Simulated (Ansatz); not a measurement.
A scan (energy against volume; even scaling of the relaxed cell, symmetry kept) gave these values. All values below come from r2SCAN (plane waves to 500 eV, PAW, scalar-relativistic; Ansatz, a first-principles code).

| Quantity | Value |
|---|---|
| Bulk modulus B₀ (third-order Birch-Murnaghan fit) | 154 GPa |
| Pressure derivative B₀′ (fit) | 5.9 |
| Equilibrium volume of the fit | 17.54 Å³/atom |

**Question.** Of these crystals, all scanned alike, which one is it?
A) HfN (rock salt)
B) Au (fcc, Cu type)
C) Ni (fcc, Cu type)
D) PbTe (rock salt)

**Answer.** B, Au (fcc, Cu type). The others have, for the bulk modulus: PbTe 42.1 GPa, HfN 281 GPa, Ni 220 GPa

All were relaxed with their symmetry unable to fall. HfN is run without spin polarisation. Relaxed Ni ends ferromagnetic. Spin-orbit coupling is left out. Other magnetic orders were not checked, so this need not be the ground state. (This holds for the magnetic or f-shell members.)

(Under strain, the slope of the energy per volume gives the stress and its curvature an elastic modulus.)
